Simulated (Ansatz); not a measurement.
This cell of PbSe (rock salt) is off equilibrium:

```
PbSe
1.0
    0.00000     3.10888     3.10888
    3.10888     0.00000     3.10888
    3.10888     3.10888     0.00000
Se Pb
1 1
Direct
  0.00000   0.00000   0.00000
  0.38956   0.38956   0.61044
```

Method: PBE (plane waves to 420 eV, PAW, scalar-relativistic; Ansatz, a quantum-chemistry and plane-wave program). k mesh 8×8×8 (Γ-centred), Fermi-Dirac smearing 0.05 eV. The energy includes the smearing's −TS. Stress and pressure are positive under compression. PbSe was relaxed with its symmetry unable to fall. Spin-orbit coupling is left out, though Pb is heavy.

Task: Predict the force on every atom, in eV/Å.

Result: 
| atom | Fx | Fy | Fz |
|---|---|---|---|
| Se1 | 0.000 | 0.000 | -3.592 |
| Pb2 | 0.000 | 0.000 | 3.592 |

Task: What is the stress tensor (GPa)?

Result: 
```
    0.9      0.0      0.0
    0.0      0.9      0.0
    0.0      0.0     23.0
```
The pressure, a third of the trace, is 8.3 GPa.

Task: In it atom 2 sits (0.000, 0.000, -0.687) Å away from its relaxed site. What is its energy relative to the relaxed cell?

Result: 647 meV/cell.

(For displaced atoms, the force is minus the slope of the energy, and its curvature is a force constant, which sets phonon frequencies.)
